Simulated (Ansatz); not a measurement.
SrVHO2 in space group P4/mmm (No. 123; Sr on 1d, V on 1a, O on 2f, H on 1b) under volume change, PBEsol (plane waves, PAW; program Ansatz), shape and atoms relaxed at each volume.

```
V (Å³/atom)  E − E(relaxed) (meV/atom)  P (GPa)
-----------  -------------------------  -------
9.772                             47.2    17.03
10.095                               …        …
10.417                             4.7     4.79
10.739                             0.0     0.00
11.061                             4.2    -4.09
11.383                            16.0    -7.54
11.705                               …        …
```

Question: Complete the blanks.

Answer: 
- 10.095, E − E(relaxed) (meV/atom): 19.8
- 10.095, P (GPa): 10.41
- 11.705, E − E(relaxed) (meV/atom): 34.2
- 11.705, P (GPa): -10.45

Question: What does a third-order Birch–Murnaghan fit give for V₀, B₀ and B′?

Answer: V₀ = 10.74 Å³/atom, B₀ = 147 GPa, B′ = 4.4.

The start of the workflow was typed in or built on a structure type; neither database checked (COD, Materials Project) lists it. Its standing as an ambient phase is unchecked. The PBEsol relaxation kept the symmetry of its start; whether a distortion lowers the energy is not shown. The workflow began spin-polarised and lost its moments. No Hubbard U is applied.

Potentials: the later of the program's two PAW sets.
